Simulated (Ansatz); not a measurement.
ZnSe:
```yaml
crystal:
  lattice:
    - [4.89684, 0.00000, 0.00000]
    - [0.00000, 4.89684, 0.00000]
    - [0.00000, 0.00000, 4.15091]
  atoms:
    - { symbol: Zn, position: [0.50000, 0.00000, 0.07812] }
    - { symbol: Zn, position: [0.00000, 0.50000, 0.92188] }
    - { symbol: Se, position: [0.00000, 0.00000, 0.00000] }
    - { symbol: Se, position: [0.50000, 0.50000, 0.00000] }
```

This is the LDA-relaxed structure.

### Question
All from LDA in the plane-wave PAW code Ansatz, unless another level is named. Give the bulk modulus (Birch–Murnaghan fit).

### Answer
7.9 GPa.

### Question
And the highest zone-centre frequency?

### Answer
233 cm⁻¹.

Space group P4/nmm. A made-up cell: these elements were put on the sites of a structure type; the Crystallography Open Database copy checked does not list it. It is not the phase usual at ambient conditions (space group No. 216). The LDA relaxation kept the symmetry of its start. At this level the phase is dynamically unstable (imaginary phonons). A crystal of weakly bound layers computed without a dispersion correction: the cell and the soft elastic constants depend strongly on that. As this level gives no gap, phonon frequencies hold no LO–TO term and depend on the k-mesh and smearing (Fermi–Dirac, 0.1 eV here).

Potentials: the later of the program's two PAW sets.
